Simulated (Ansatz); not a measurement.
## ZnAg: pressure against volume

ZnAg, Pm-3m, a = 3.116 Å. The structure is a COD entry; whether it is the stable form wasn't checked. Ansatz: PBEsol, PAW, 420 eV, Γ-centred 14×14×14 mesh on 2 atoms, Gaussian smearing 0.10 eV; no spin polarisation. Symmetry fixes shape and atoms, so the cell is only scaled; pressure is positive in compression.

| V (Å³/atom) | P (GPa) |
| --- | --- |
| 13.317 | ? |
| 13.771 | 14.13 |
| 14.225 | 8.51 |
| 14.679 | 3.85 |
| 15.133 | 0.01 |
| 15.587 | -3.17 |
| 16.041 | -5.77 |
| 16.646 | -8.52 |

Q: Take V0 = 15.133 Å³/atom, count pressures from its P0 = 0.01 GPa, fit the third-order Birch–Murnaghan form to the other rows, and predict the missing pressure.

A: With the Eulerian strain f = ½[(V0/V)^(2/3) − 1] and y = (P − P0)/[3f(1 + 2f)^(5/2)], the form is the line y = B0 + 1.5 B0 (B0′ − 4) f. Rows (f, y): 0.03245, 123.9; 0.02106, 121.4; 0.01026, 118.6; -0.00976, 114.1; -0.01905, 111.5; -0.03078, 108.3. Means f = 0.0006967, y = 116.30; Σ(Δf)² = 0.003004, ΣΔfΔy = 0.7368; the slope is their ratio. y = 116.1 + 245.2 f GPa, so B0 = 116.1 GPa and B0′ = 4 + 2 × (245.2)/(3 × 116.1) = 5.41. At V = 13.317, f = 0.04448, y = 127.01 and P = 20.98 GPa. The run gave 20.93 GPa, so the fit is 0.05 GPa too high, a small miss on the scale of the series.